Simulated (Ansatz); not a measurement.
Theory: DFT PBE, scalar-relativistic, plane waves, PAW in Ansatz 0.2.0. All cells share a 420 eV cutoff and Γ-centred k meshes spaced about 0.3 Å⁻¹ or finer (0.25 for metals, 2π included). These runs have no spin polarisation.

These are static total energies at zero pressure.

Two forms of Al4VN2 were relaxed alike.

A.

Space group I4/mmm (No. 139). a = 2.796 Å, b = 2.796 Å, c = 21.181 Å, α = 90.00°, β = 90.00°, γ = 90.00°
```tsv
atom	site	symmetry	x	y	z
Al	4e	4mm	0.0000	0.0000	0.4085
Al	4e	4mm	0.5000	0.5000	0.2973
V	2a	4/mmm	0.0000	0.0000	0.0000
N	4e	4mm	0.5000	0.5000	0.3945
```

B.

Space group P-3m1 (No. 164). a = 3.000 Å, b = 3.000 Å, c = 12.078 Å, α = 90.00°, β = 90.00°, γ = 120.00°
```json
{"atom": "Al", "site": "2d", "symmetry": "3m.", "x": "0.6667", "y": "0.3333", "z": "0.3842"}
{"atom": "Al", "site": "2d", "symmetry": "3m.", "x": "0.3333", "y": "0.6667", "z": "0.1669"}
{"atom": "V", "site": "1a", "symmetry": "-3m.", "x": "0.0000", "y": "0.0000", "z": "0.0000"}
{"atom": "N", "site": "2d", "symmetry": "3m.", "x": "0.3333", "y": "0.6667", "z": "0.3231"}
```

Task: Which is lower in energy, and by how much?

Result: B is lower, by 171 meV/atom. A has space group I4/mmm (No. 139), 11.8 Å³/atom and no gap on its mesh; B has space group P-3m1 (No. 164), 13.4 Å³/atom and no gap. Counting Al or V atoms around N (for each partner element, those within 1.25 times its shortest distance or 1.15 times the sum of covalent radii, where it is the nearest in units of that sum or under 1.3), A has N 6 and B has N 4. The lower one is the more open, so pressure narrows the difference. Both come from trial cells of a structure search, whose lowest cell (R-3m, 13.3 Å³/atom) lies 47 meV/atom below the lower of the two.

Trial moments fell under 0.15 μB along the way in I4/mmm and P-3m1; another start might hold them. With atoms moved at random, B (by 47 meV/atom) fell into a lower structure. A had no clear such test and can be a saddle point. Some types were kept out of the candidates beforehand, so the set may lack a known form.
